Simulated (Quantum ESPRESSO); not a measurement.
Ti2ZrO4F4, finding a planted mistake in a log

A calculation, not a measurement. The program is pw.x of Quantum ESPRESSO 7.5 (plane-wave density functional theory). The cell is made up: 11 atoms on a fluorite lattice with one site empty, with randomly drawn elements, strain and displacements, not relaxed. PseudoDojo standard norm-conserving files (v0.5 for PBE, v0.4.1 for LDA and PBEsol) set the functional; there is no spin polarisation, spin-orbit coupling or dispersion term, and the masses in the input are unused placeholders.

Intended input:

```
&control calculation='scf', pseudo_dir='./dojo.nc.sr.pbe.v0_5.standard.upf', outdir='./o', disk_io='low', tprnfor=.true., tstress=.true. /
&system ibrav=0, nat=11, ntyp=4, nbnd=50, ecutwfc=84.00895049, nosym=.true., tot_charge=0,
 occupations='smearing', smearing='fd', degauss=0.0018374661
/
&electrons conv_thr=7.350e-09, electron_maxstep=60, /
ATOMIC_SPECIES
F 1.0 F.upf
O 1.0 O.upf
Ti 1.0 Ti.upf
Zr 1.0 Zr.upf
CELL_PARAMETERS angstrom
4.7211 0.0056 0.0648
0.0056 4.8482 0.0183
0.0648 0.0183 4.8177
ATOMIC_POSITIONS angstrom
Ti 0.102 -0.0587 0.0597
Zr 2.351 0.1321 2.4862
Ti 2.3507 2.4904 0.1379
O 1.0834 1.1938 1.2144
O 1.2654 1.2515 3.6598
F 1.1766 3.6677 1.3136
F 1.2587 3.5998 3.549
F 3.4517 1.2756 1.3426
F 3.571 1.233 3.6636
O 3.514 3.689 1.2716
O 3.7222 3.6115 3.6254
K_POINTS automatic
5 5 5 1 1 1
```

The log is shortened where brackets say so; the opening notice, blank lines, dates and the lines on written files are dropped, and the path of the files is cut. It prints rydbergs, bohrs and kilobars, and counts compression as positive stress. Where no state is partly filled, the Fermi energy that it prints is only some level between the filled and the empty states on the mesh, and need not lie in the true gap.

Log of the intended run:

```
     Program PWSCF v.7.5
     Parallel version (MPI & OpenMP), running on       4 processor cores
     Number of MPI processes:                 4
     Threads/MPI process:                     1
     [start-up lines left out]
     bravais-lattice index     =            0
     lattice parameter (alat)  =       8.9224  a.u.
     unit-cell volume          =     744.0003 (a.u.)^3
     number of atoms/cell      =           11
     number of atomic types    =            4
     number of electrons       =        88.00
     number of Kohn-Sham states=           50
     kinetic-energy cutoff     =      84.0090  Ry
     charge density cutoff     =     336.0358  Ry
     scf convergence threshold =      7.3E-09
     mixing beta               =       0.7000
     number of iterations used =            8  plain     mixing
     Exchange-correlation= PBE
                           (   1   4   3   4   0   0   0)
     [axes and pseudopotential details left out]
   Cartesian axes
     site n.     atom                  positions (alat units)
         1        Ti     tau(   1) = (   0.0216031  -0.0124324   0.0126442  )
         2        Zr     tau(   2) = (   0.4979299   0.0279781   0.5265646  )
         3        Ti     tau(   3) = (   0.4978664   0.5274541   0.0292065  )
         4        O      tau(   4) = (   0.2294586   0.2528408   0.2572038  )
         5        O      tau(   5) = (   0.2680053   0.2650614   0.7751271  )
         6        F      tau(   6) = (   0.2491979   0.7768003   0.2782138  )
         7        F      tau(   7) = (   0.2665863   0.7624194   0.7516603  )
         8        F      tau(   8) = (   0.7310526   0.2701656   0.2843559  )
         9        F      tau(   9) = (   0.7563197   0.2611432   0.7759320  )
        10        O      tau(  10) = (   0.7442474   0.7813116   0.2693185  )
        11        O      tau(  11) = (   0.7883431   0.7648974   0.7678414  )
     number of k points=    63  Fermi-Dirac smearing, width (Ry)=  0.0018
                       cart. coord. in units 2pi/alat
        k(    1) = (   0.0985726   0.0969103   0.0963102), wk =   0.0320000
        k(    2) = (   0.0958826   0.0961734   0.2923576), wk =   0.0320000
     [further k points left out]
     Dense  grid:    77439 G-vectors     FFT dimensions: (  54,  54,  54)
     Estimated max dynamical RAM per process >     234.88 MB
     Estimated total dynamical RAM >     882.81 MB
     Initial potential from superposition of free atoms
     starting charge      87.9944, renormalised to      88.0000
     Starting wfcs are   62 randomized atomic wfcs
     total cpu time spent up to now is        6.6 secs
     per-process dynamical memory:   187.6 Mb
     Self-consistent Calculation
     iteration #  1     ecut=    84.01 Ry     beta= 0.70
     Davidson diagonalization with overlap
     ethr =  1.00E-02,  avg # of iterations =  2.0
     total cpu time spent up to now is       17.6 secs
     total energy              =    -666.55239608 Ry
     estimated scf accuracy    <       4.49683771 Ry
     iteration #  2     ecut=    84.01 Ry     beta= 0.70
     Davidson diagonalization with overlap
     ethr =  5.11E-03,  avg # of iterations =  7.8
     total cpu time spent up to now is       39.1 secs
     total energy              =    -659.43994663 Ry
     estimated scf accuracy    <      91.12315739 Ry
     [iterations 3 to 16 left out]
     iteration # 17     ecut=    84.01 Ry     beta= 0.70
     Davidson diagonalization with overlap
     ethr =  3.97E-10,  avg # of iterations =  5.2
     total cpu time spent up to now is      239.3 secs
     total energy              =    -669.04321219 Ry
     estimated scf accuracy    <       0.00000003 Ry
     iteration # 18     ecut=    84.01 Ry     beta= 0.70
     Davidson diagonalization with overlap
     ethr =  3.92E-11,  avg # of iterations =  5.0
     total cpu time spent up to now is      253.7 secs
     End of self-consistent calculation
     [lines on levels left out]
     the Fermi energy is    10.8832 ev
!    total energy              =    -669.04321220 Ry
     estimated scf accuracy    <          5.4E-09 Ry
     smearing contrib. (-TS)   =      -0.00000003 Ry
     internal energy E=F+TS    =    -669.04321217 Ry
     The total energy is F=E-TS. E is the sum of the following terms:
     one-electron contribution =    -199.24209003 Ry
     hartree contribution      =     151.36058365 Ry
     xc contribution           =    -133.01279051 Ry
     ewald contribution        =    -488.14891528 Ry
     convergence has been achieved in  18 iterations
     Forces acting on atoms (cartesian axes, Ry/au):
     atom    1 type  3   force =    -0.06237875    0.01296538   -0.03641137
     atom    2 type  4   force =     0.01745530   -0.06031486    0.03363514
     atom    3 type  3   force =     0.06561964    0.00916203   -0.03666142
     atom    4 type  2   force =     0.00831328   -0.00698614   -0.05971906
     atom    5 type  2   force =    -0.03604624   -0.01530458    0.08219950
     atom    6 type  1   force =    -0.02493261   -0.04177563   -0.06535963
     atom    7 type  1   force =    -0.00666428   -0.01630679    0.10039160
     atom    8 type  1   force =     0.05720351    0.05874429   -0.08998254
     atom    9 type  1   force =     0.04990925    0.01800875    0.08381983
     atom   10 type  2   force =    -0.00722464    0.00584854   -0.09794355
     atom   11 type  2   force =    -0.06125445    0.03595901    0.08603149
     Total force =     0.303285     Total SCF correction =     0.000225
     Computing stress (Cartesian axis) and pressure
          total   stress  (Ry/bohr**3)                   (kbar)     P=      170.57
   0.00145462  -0.00074670  -0.00019217          213.98     -109.84      -28.27
  -0.00074670   0.00082576  -0.00002274         -109.84      121.47       -3.35
  -0.00019217  -0.00002274   0.00119816          -28.27       -3.35      176.26
     init_run     :      6.07s CPU      6.37s WALL (       1 calls)
     electrons    :    245.79s CPU    247.12s WALL (       1 calls)
     forces       :      2.17s CPU      2.19s WALL (       1 calls)
     stress       :      7.40s CPU      7.41s WALL (       1 calls)
     [timing details left out]
     PWSCF        :   4m21.80s CPU   4m23.52s WALL
     JOB DONE.
```

A second run was made from an input with one planted mistake. Its log:

```
     Program PWSCF v.7.5
     Parallel version (MPI & OpenMP), running on       4 processor cores
     Number of MPI processes:                 4
     Threads/MPI process:                     1
     [start-up lines left out]
     bravais-lattice index     =            0
     lattice parameter (alat)  =       8.9224  a.u.
     unit-cell volume          =     744.0003 (a.u.)^3
     number of atoms/cell      =           11
     number of atomic types    =            4
     number of electrons       =        88.00
     number of Kohn-Sham states=           50
     kinetic-energy cutoff     =      84.0090  Ry
     charge density cutoff     =     336.0358  Ry
     scf convergence threshold =      2.9E-02
     mixing beta               =       0.7000
     number of iterations used =            8  plain     mixing
     Exchange-correlation= PBE
                           (   1   4   3   4   0   0   0)
     [axes and pseudopotential details left out]
   Cartesian axes
     site n.     atom                  positions (alat units)
         1        Ti     tau(   1) = (   0.0216031  -0.0124324   0.0126442  )
         2        Zr     tau(   2) = (   0.4979299   0.0279781   0.5265646  )
         3        Ti     tau(   3) = (   0.4978664   0.5274541   0.0292065  )
         4        O      tau(   4) = (   0.2294586   0.2528408   0.2572038  )
         5        O      tau(   5) = (   0.2680053   0.2650614   0.7751271  )
         6        F      tau(   6) = (   0.2491979   0.7768003   0.2782138  )
         7        F      tau(   7) = (   0.2665863   0.7624194   0.7516603  )
         8        F      tau(   8) = (   0.7310526   0.2701656   0.2843559  )
         9        F      tau(   9) = (   0.7563197   0.2611432   0.7759320  )
        10        O      tau(  10) = (   0.7442474   0.7813116   0.2693185  )
        11        O      tau(  11) = (   0.7883431   0.7648974   0.7678414  )
     number of k points=    63  Fermi-Dirac smearing, width (Ry)=  0.0018
                       cart. coord. in units 2pi/alat
        k(    1) = (   0.0985726   0.0969103   0.0963102), wk =   0.0320000
        k(    2) = (   0.0958826   0.0961734   0.2923576), wk =   0.0320000
     [further k points left out]
     Dense  grid:    77439 G-vectors     FFT dimensions: (  54,  54,  54)
     Estimated max dynamical RAM per process >     234.88 MB
     Estimated total dynamical RAM >     882.81 MB
     Initial potential from superposition of free atoms
     starting charge      87.9944, renormalised to      88.0000
     Starting wfcs are   62 randomized atomic wfcs
     total cpu time spent up to now is        6.3 secs
     per-process dynamical memory:   187.6 Mb
     Self-consistent Calculation
     iteration #  1     ecut=    84.01 Ry     beta= 0.70
     Davidson diagonalization with overlap
     ethr =  1.00E-02,  avg # of iterations =  2.0
     total cpu time spent up to now is       17.9 secs
     total energy              =    -666.55239608 Ry
     estimated scf accuracy    <       4.49683771 Ry
     iteration #  2     ecut=    84.01 Ry     beta= 0.70
     Davidson diagonalization with overlap
     ethr =  5.11E-03,  avg # of iterations =  7.8
     total cpu time spent up to now is       40.3 secs
     total energy              =    -659.43994663 Ry
     estimated scf accuracy    <      91.12315739 Ry
     [iterations 3 to 7 left out]
     iteration #  8     ecut=    84.01 Ry     beta= 0.70
     Davidson diagonalization with overlap
     ethr =  3.73E-05,  avg # of iterations =  6.3
     total cpu time spent up to now is      121.3 secs
     total energy              =    -669.04470740 Ry
     estimated scf accuracy    <       0.03247912 Ry
     iteration #  9     ecut=    84.01 Ry     beta= 0.70
     Davidson diagonalization with overlap
     ethr =  3.69E-05,  avg # of iterations =  1.0
     total cpu time spent up to now is      130.8 secs
     End of self-consistent calculation
     [lines on levels left out]
     the Fermi energy is    10.8640 ev
!    total energy              =    -669.02808949 Ry
     estimated scf accuracy    <       0.01909496 Ry
     smearing contrib. (-TS)   =      -0.00000043 Ry
     internal energy E=F+TS    =    -669.02808906 Ry
     The total energy is F=E-TS. E is the sum of the following terms:
     one-electron contribution =    -199.67312496 Ry
     hartree contribution      =     151.74325658 Ry
     xc contribution           =    -132.94930540 Ry
     ewald contribution        =    -488.14891528 Ry
     convergence has been achieved in   9 iterations
     Forces acting on atoms (cartesian axes, Ry/au):
     atom    1 type  3   force =    -0.05986477    0.01233486   -0.03409325
     atom    2 type  4   force =     0.01681568   -0.06021358    0.03164140
     atom    3 type  3   force =     0.06520916    0.01051257   -0.03443072
     atom    4 type  2   force =     0.00498923   -0.00644964   -0.06262735
     atom    5 type  2   force =    -0.03816985   -0.01470528    0.08376291
     atom    6 type  1   force =    -0.02571641   -0.04132496   -0.06685769
     atom    7 type  1   force =    -0.00853340   -0.01626835    0.10162673
     atom    8 type  1   force =     0.05693765    0.05990733   -0.09072531
     atom    9 type  1   force =     0.05024601    0.01933306    0.08521067
     atom   10 type  2   force =    -0.00524120    0.00479089   -0.09850778
     atom   11 type  2   force =    -0.05667211    0.03208310    0.08500039
     Total force =     0.303282     Total SCF correction =     0.238142
     SCF correction compared to forces is large: reduce conv_thr to get better values
     Computing stress (Cartesian axis) and pressure
          total   stress  (Ry/bohr**3)                   (kbar)     P=      174.56
   0.00147179  -0.00076827  -0.00018119          216.51     -113.02      -26.65
  -0.00076827   0.00085116  -0.00002644         -113.02      125.21       -3.89
  -0.00018119  -0.00002644   0.00123692          -26.65       -3.89      181.96
     init_run     :      5.90s CPU      6.18s WALL (       1 calls)
     electrons    :    122.85s CPU    124.55s WALL (       1 calls)
     forces       :      2.16s CPU      2.18s WALL (       1 calls)
     stress       :      7.53s CPU      7.57s WALL (       1 calls)
     [timing details left out]
     PWSCF        :   2m18.64s CPU   2m20.74s WALL
     JOB DONE.
```

Question: what was wrong in the second input?

Answer: the self-consistency threshold is too loose. The input lines that differ, file-writing options aside:

```
- &electrons conv_thr=7.350e-09, electron_maxstep=60, /
+ &electrons conv_thr=2.940e-02, electron_maxstep=60, /
```

|  | intended run | run with the mistake |
| --- | --- | --- |
| free energy (eV) | -9102.797 | -9102.591 |
| smearing term -TS (eV) | 0.0000 | 0.0000 |
| pressure (GPa) | 17.06 | 17.46 |
| largest force component (eV/Å) | 2.581 | 2.613 |
| largest change of a force component (eV/Å) |  | 0.118 |
| iterations | 18 | 9 |

For scale, a rerun of the intended cell at 1467 eV and a 7 x 7 x 7 mesh moved values by no more than 0.003 eV in energy, 0.04 GPa in stress and 0.005 eV/Å in force.